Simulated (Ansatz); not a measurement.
## Ansatz 0.2.0, settings compared: Cu2SnRhS4

Run with:

```bash
ansatz run input.yaml --threads 1 --pin off --max-ram 2560MiB --backend cpu --events-out ev --progress --plain --runs-dir out
```

input.yaml:

```yaml
crystal:
  lattice:
    - [0.0, 5.354895, 0.0]
    - [5.354895, 0.0, 0.0]
    - [2.677447, 2.677447, -5.353803]
  atoms:
    - { symbol: Sn, position: [0.5, 0.5, 0.0] }
    - { symbol: Rh, position: [0.0, 0.0, 0.0] }
    - { symbol: S, position: [0.3753, 0.3753, 0.7336] }
    - { symbol: S, position: [0.6247, 0.1089, 0.2664] }
    - { symbol: S, position: [0.8911, 0.8911, 0.7336] }
    - { symbol: S, position: [0.1089, 0.6247, 0.2664] }
    - { symbol: Cu, position: [0.75, 0.25, 0.5] }
    - { symbol: Cu, position: [0.25, 0.75, 0.5] }
  symmetry: { tolerance: 0.0003 }
kpoints:
  mp_grid: { grid: [4, 4, 4], shift: [0, 0, 0] }
magnetization:
  spin_polarized: false
scf:
  occupations: { method: fermi_dirac }
hamiltonian:
  pseudopotentials: { kind: paw }
  xc: pbe
basis:
  ecutwfc: 420
output:
  forces: true
  stress: true
  eigenvalues: true
```

Origin of the cell: a known structure type with other elements, at an estimated volume, so it need not be a known compound.

The smearing width isn't typed, so it takes its default of 0.1 eV.

Output of this run (shortened):

```
SCF iter   1: F=—  HF=-29287.397468 eV  Δρ=7.57e-3  dr2=1.38e-1  defer=2
SCF iter   2: F=—  HF=-29287.386613 eV  Δρ=2.63e-3  dr2=2.56e-2  defer=9
SCF iter   3: F=—  HF=-29287.387525 eV  Δρ=2.99e-3  dr2=1.13e-2  defer=9
SCF iter   4: F=—  HF=-29287.385801 eV  Δρ=1.18e-3  dr2=1.26e-3  defer=9
SCF iter   5: F=—  HF=-29287.385671 eV  Δρ=2.05e-4  dr2=9.37e-5  defer=9
SCF iter   6: F=—  HF=-29287.385652 eV  Δρ=1.02e-4  dr2=1.32e-5  defer=9
SCF iter   7: F=—  HF=-29287.385652 eV  Δρ=1.44e-5  dr2=2.25e-7  defer=9
SCF iter   8: F=-29287.385652 eV  HF=-29287.385652 eV  Δρ=2.62e-6  dr2=5.13e-9
SCF 1 converged in 8 iterations: F = -29287.385652 eV  dr2 = 5.13e-9
SCF converged after 8 iterations
Free energy (F): -29287.385652 eV
Harris-Foulkes:  -29287.385652 eV  (|F-HF|=9.35e-9)
Internal energy: -29287.194078 eV  (E = F + TS)
E sigma→0 (E₀):  -29287.289865 eV
Entropy (-TS):   -0.191575 eV (-23.947 meV/atom)
Fermi energy:    9.719222 eV
--- Per-component energies (eV) ---
  E_band       = -1328.474943
  E_kinetic    = 1792.166205
  E_local      = -15241.738115  (includes V_loc(G=0)·N_el)
  E_nonlocal   = 1226.418967
  E_hartree    = 6706.730838
  E_xc         = -1170.272437
  E_vxc        = -953.574682  (∫ρ·V_xc dr)
  E_paw        = -13459.577335  (= ΣΔE_a)
  E_vpaw       = -1565.209401  (= ΣTr[D̂ρ^β])
  E_aug_tail   = 0.001419  (compensation charges beyond the density's cutoff)
  E_ewald      = -9140.923621
  E_smearing   = -0.191575  (= −TS)
  Σ components = -29287.385652   (vs F -29287.385652, Δ=0.00e0)
--- Forces (eV/Å), atoms counted from 1 ---
  atom   1  Sn     0.000000     0.000000    -0.000000
  atom   2  Rh    -0.000000     0.000000    -0.000000
  atom   3  S     -0.513017    -0.513017     0.285031
  atom   4  S     -0.513017     0.513017    -0.285031
  atom   5  S      0.513017     0.513017     0.285031
  atom   6  S      0.513017    -0.513017    -0.285031
  atom   7  Cu     0.000000     0.000000    -0.000000
  atom   8  Cu     0.000000     0.000000     0.000000
  max |Σ_I F_I| component: 6.07e-17 eV/Å
--- Stress (GPa, compression-positive) ---
        4.276643      -0.000000      -0.000000
       -0.000000       4.276643      -0.000000
       -0.000000      -0.000000       4.267788
  P = ⅓ Tr σ = 4.2737 GPa (42.737 kbar)
```

The same input was run again with these changes:

1. `scf.initial_density.chi_scale` default → 0.3
2. `basis.xc_grid` default → 2; `kpoints.mp_grid.grid` [4, 4, 4] → [6, 6, 6]; `basis.ecutwfc` 420 → "36.7 Ry"
3. `hamiltonian.hubbard` default → { sites: [{ species: Cu, l: d, u_eff: 1.0 }], double_counting: amf }
4. `scf.occupations.method` fermi_dirac → tetrahedron

```json
{"run": "base", "end": "converged", "SCF iterations": "8", "P (GPa)": "4.27", "max force component (eV/Å)": "0.513", "gap on mesh (eV)": "–", "moment (μB)": "–", "ΔE(σ→0) (meV/atom)": "0"}
{"run": "1", "end": "converged", "SCF iterations": "13", "P (GPa)": "4.27", "max force component (eV/Å)": "0.513", "gap on mesh (eV)": "–", "moment (μB)": "–", "ΔE(σ→0) (meV/atom)": "0.00"}
{"run": "2", "end": "converged", "SCF iterations": "8", "P (GPa)": "4.25", "max force component (eV/Å)": "0.503", "gap on mesh (eV)": "–", "moment (μB)": "–", "ΔE(σ→0) (meV/atom)": "-1.56"}
{"run": "3", "end": "converged", "SCF iterations": "13", "P (GPa)": "4.27", "max force component (eV/Å)": "0.513", "gap on mesh (eV)": "–", "moment (μB)": "–", "ΔE(σ→0) (meV/atom)": "–"}
{"run": "4", "end": "converged", "SCF iterations": "11", "P (GPa)": "4.17", "max force component (eV/Å)": "0.549", "gap on mesh (eV)": "–", "moment (μB)": "–", "ΔE(σ→0) (meV/atom)": "-0.86"}
```

Energies are compared only where functional, datasets, charge and starting cell are the same.

Caveats of the base run: no moments, though an odd count or open d shells may carry them; the k mesh is coarse if the cell is a metal.

Run 4: forces and stress under tetrahedra may miss the slope of the energy.

The base run ran for 7.5 s on 1 thread of Intel(R) Xeon(R) Platinum 8488C (Sapphire Rapids), on a shared host, peak memory 0.48 GiB, from the program's own first density.
